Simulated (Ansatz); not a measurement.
## Computed properties of MgO$_{2}$

MgO2:
```cif
data_Mg4O8
_chemical_formula_sum 'Mg4 O8'
_space_group_name_H-M_alt 'Pa-3'
_space_group_IT_number 205
_space_group_name_Hall '-P 2ac 2ab 3'
_cell_length_a 4.84108
_cell_length_b 4.84108
_cell_length_c 4.84108
_cell_angle_alpha 90.000
_cell_angle_beta 90.000
_cell_angle_gamma 90.000
loop_
_atom_site_label
_atom_site_type_symbol
_atom_site_symmetry_multiplicity
_atom_site_Wyckoff_symbol
_atom_site_fract_x
_atom_site_fract_y
_atom_site_fract_z
_atom_site_occupancy
Mg1 Mg 4 a 0.00000 0.00000 0.00000 1
O1 O 8 c 0.41163 0.41163 0.41163 1
```

Space group Pa-3 (No. 205); conventional cell a = 4.841 Å, b = 4.841 Å, c = 4.841 Å, α = 90.00°, β = 90.00°, γ = 90.00°.

Method: the program Ansatz at the PBEsol level (PAW). The cell and atoms are relaxed at this level. Other levels are named where they apply.

### Cell and energy

| Item | Value |
|---|---|
| Volume per atom | 9.45 Å³ |
| Density | 3.30 g/cm³ |
| Formation energy from the elements (no fitted shifts) | -1713 meV/atom |

### Electronic structure

| Item | Result |
|---|---|
| Band gap | 3.95 eV (indirect) |
| Valence-band maximum | at Γ |
| Conduction-band minimum | on the Γ–R line, 46 % of the way from Γ (8 equivalent valleys) |
| Smallest direct gap on the standard path | 4.08 eV |
| Electron effective mass | 0.85, 4.7, 4.7 mₑ (principal values) |
| Hole effective mass, band 1 of 2 at the edge | 25 along [100], 6.5 along [110], 3.7 along [111] (mₑ) |
| Hole effective mass, band 2 of 2 at the edge | 2.0 along [100], 2.6 along [110], 3.7 along [111] (mₑ) |
| HSE06 gap on the PBEsol cell | 6.38 eV |

### Mechanics

| Quantity | Result |
|---|---|
| Bulk modulus (Birch–Murnaghan fit) | 135 GPa |
| Pressure derivative B′ | 4.3 |
| Elastic constants (relaxed ions, GPa) | C11 = 254, C12 = 76.3, C44 = 84.5 |
| Mechanical stability | stable (all eigenvalues of C positive) |
| Hill bulk and shear moduli | 135 and 86.2 GPa |
| Young's modulus | 213 GPa |
| Poisson's ratio | 0.24 |
| Debye temperature from the elastic constants | 798 K |

### Dielectric response

| Quantity | Result |
|---|---|
| Electronic dielectric constant ε∞ (DFPT) | 3.05 |
| Static dielectric constant ε0 (ions relaxed, cell fixed) | 6.63 |
| Born charges (a third of the trace) | Mg +2.04, O -1.02 e |

### Phonons

| Property | Value |
|---|---|
| Highest zone-centre frequency (without LO–TO term) | 903 cm⁻¹ |
| Zone-centre stability | no imaginary mode at Γ |
| Dynamical stability on the path | stable (no imaginary branch) |
| Zero-point energy | 77.0 meV/atom |
| Vibrational entropy at 300 K | 14.6 J/(K·mol of atoms) |

The workflow started from a Materials Project entry (that database holds measured and hypothetical structures alike); the Crystallography Open Database copy checked does not list it. Whether it is the stable phase at ambient conditions was not checked. The PBEsol relaxation kept the symmetry of its start. The references are the lowest solids computed at this level, not always the standard phases (solids in place of the gases).

Potentials: the later of the program's two PAW sets.
